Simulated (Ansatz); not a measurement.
⁵⁷Fe Mössbauer parameters in LiLa2Fe2Te2O12

Cell: a Materials Project structure (computed, not necessarily an observed phase), atoms as given.

```xyz
19
Lattice="5.3502 0.0000 0.0000 -2.6724 4.6357 0.0000 -0.0029 -0.0069 10.2481" Properties=species:S:1:pos:R:3 pbc="T T T"
Li    0.0117    3.0842    0.2195
La   -2.6725    4.6314    5.0290
La   -2.6673    4.6323    0.0717
Fe    2.6731    1.5402    7.7400
Fe    0.0029    3.0886    2.7373
Te   -0.0020    3.0861    7.6380
Te    2.6795    1.5409    2.4812
O     0.6742    4.5891    6.6138
O    -1.6425    2.9193    6.6157
O     0.9621    1.7496    6.6142
O     3.6387    2.8504    1.3608
O     1.0683    1.7149    1.3580
O     3.3347    0.0586    1.3582
O     1.8909    0.1637    3.6048
O     4.2625    1.5499    3.6090
O     1.8782    2.9105    3.6046
O    -0.9217    1.8109    8.8399
O     1.5618    2.9259    8.8400
O    -0.6448    4.5224    8.8375
```

Atom numbers follow the list; atoms alike are taken as one site, whose name carries the number of the first.

Method: Kohn–Sham DFT in Ansatz, PBE, plane waves and PAW, scalar-relativistic, collinear spin, 420 eV cutoff, Γ-centred 7×7×3 k-points, Fermi–Dirac smearing 0.05 eV. Start moments as typed (μB): 3 on each Fe, none on the rest.

Isomer shifts (against α-Fe) follow from the electron density at the nucleus, δ = α(ρ − ρ₀), with α = -0.366 mm s⁻¹ a₀³ and ρ₀ = 14904.00 a₀⁻³ from a line fitted to 10 measured compounds at this level of theory (rms miss 0.11 mm/s). ΔE_Q = ½eQV_zz(1 + η²/3)^½ with Q = 0.160 b for the 14.4 keV state. B_c is the Fermi-contact field along the atom's own moment; orbital and dipolar fields are not included.

Task: Where do the absorption lines lie when the magnetic splitting is averaged out (above the ordering temperature, with the gradients of this state)?

Result: Fe4 (1 atom a cell): δ = 0.71, |ΔE_Q| = 0.36 mm/s, a doublet at 0.53 and 0.89 mm/s; Fe5 (1 atom a cell): δ = 0.95, |ΔE_Q| = 1.40 mm/s, a doublet at 0.25 and 1.65 mm/s.

Task: And the six lines of Fe4 from the contact field alone, leaving the quadrupole term aside?

Result: With |B_c| = 31.5 T and nuclear moments 0.090604 and -0.15532 μN the lines lie at -4.36, -2.23, -0.09, 1.51, 3.65, 5.78 mm/s, in the ratio 3:2:1:1:2:3 for a powder.

The largest force is 1.3 eV/Å, so the atoms aren't at the calculated equilibrium and relaxing them would move these values. The run finds no gap above 0.1 eV (a metal, or nearly one), so the gradients can move by 10 % or more with the k-mesh. Semilocal functionals can leave a metal where correlation in the d or f shell opens a gap in the real compound, and that would change the values at and beside Fe. With these PAW files V_zz is typically within 2 to 3 % of all-electron values, but misses above 10 % occur on Fe. All moments are parallel here, as the start or the cell imposes; many such compounds order antiparallel, where fields and spin densities carried over to other atoms largely cancel. The magnetic order is the one that the run reached from its start moments, not necessarily the measured one. Semilocal functionals underestimate the core's spin polarisation, so contact fields of ionic iron come out too small in magnitude.

Hardware: 2 threads of Intel Xeon Processor @ 2.50GHz (Skylake/Cascade Lake) (x86_64; 62 cores open to the job, memory cap 5.0 GiB, no GPU), a shared host with a load of 0.9 a core. Wall time 26 min, CPU time 50 min, peak memory 3.7 GiB.
